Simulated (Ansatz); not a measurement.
Relaxed-ion elastic tensor of Sb (simple cubic, Pm-3m) in GPa (Voigt order), LDA in the plane-wave PAW code Ansatz; density 7.19 g/cm³, 28.11 Å³ per atom.

|  | 1 | 2 | 3 | 4 | 5 | 6 |
|---|---|---|---|---|---|---|
| 1 | 153 | 21.7 | 21.7 | 0.0 | 0.0 | 0.0 |
| 2 | 21.7 | 153 | 21.7 | 0.0 | 0.0 | 0.0 |
| 3 | 21.7 | 21.7 | 153 | 0.0 | 0.0 | 0.0 |
| 4 | 0.0 | 0.0 | 0.0 | 12.2 | 0.0 | 0.0 |
| 5 | 0.0 | 0.0 | 0.0 | 0.0 | 12.2 | 0.0 |
| 6 | 0.0 | 0.0 | 0.0 | 0.0 | 0.0 | 12.2 |

Task: Is the crystal mechanically stable?

Result: Yes: the smallest eigenvalue of C is 12.2 GPa.

Task: Work out the Voigt, Reuss and Hill averages.

Result: K_V = 65.3, K_R = 65.3, K_H = 65.3; G_V = 33.5, G_R = 18.1, G_H = 25.8 GPa.

Task: Give Young's modulus, Poisson's ratio, Pugh's ratio and the universal anisotropy index.

Result: E = 9KG/(3K + G) = 68.4 GPa; ν = 0.33; K/G = 2.53 (ductile by the Pugh limit of 1.75); A_U = 5G_V/G_R + K_V/K_R − 6 = 4.27.

Task: Estimate the sound speeds and the Debye temperature.

Result: v_l = √((K + 4G/3)/ρ) = 3720 m/s, v_t = √(G/ρ) = 1890 m/s, mean 2120 m/s; Θ = (h/k)(3n/4πV)^(1/3) v_m = 208 K.

Task: Give the Zener ratio and Young's modulus along [100], [110] and [111].

Result: A = 2C44/(C11 − C12) = 0.19; 1/E = S11 − 2(S11 − S12 − S44/2)Γ with Γ = 0, 1/4, 1/3 gives 147, 42.6, 34.4 GPa.

The first step of the workflow began from a Materials Project structure, measured or hypothetical; the Crystallography Open Database files this formula in space group No. 221, but the cells were not matched. It is not the phase usual at ambient conditions (space group No. 166). The cell was relaxed with LDA under the symmetry of its start; its stability against distortions is not shown here. As this level gives no gap, shear constants depend on the k-mesh and smearing (Fermi–Dirac, 0.1 eV here). Spin–orbit coupling is left out wherever it is not named.

Potentials: the later of the program's two PAW sets.
